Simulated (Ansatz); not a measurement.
PbS (NiAs type, P6_3/mmc) at seven volumes, DFT-r²SCAN in the program Ansatz with PAW potentials, shape and atoms relaxed at each. One row is withheld.

| V (Å³/atom) | P (GPa) |
|---|---|
| 24.568 | 6.28 |
| 25.378 | 3.87 |
| 26.188 | 1.79 |
| 26.998 | 0.00 |
| 27.807 | -1.54 |
| 28.617 | -2.86 |
| 29.427 | ? |

Q: Fit the shown pressures and predict the withheld one.

A: P = (3/2)B₀(x^(7/2) − x^(5/2))[1 + (3/4)(B′ − 4)(x − 1)] with x = (V₀/V)^(2/3). Least squares on the six rows gives V₀ = 26.999 Å³/atom, B₀ = 55.2 GPa, B′ = 3.97. At V = 29.427, x = 0.9442 and P = -4.01 GPa. The run itself gave -3.99 GPa.

The start of the workflow was typed in or built on a structure type; neither database checked (COD, Materials Project) lists it. It is not the phase usual at ambient conditions (space group No. 225). Symmetry was held in the r²SCAN relaxation; whether a distortion lowers the energy is not shown. Scalar-relativistic: spin–orbit coupling is off unless named, which matters more the heavier the elements.

Potentials: the earlier of the program's two PAW sets.
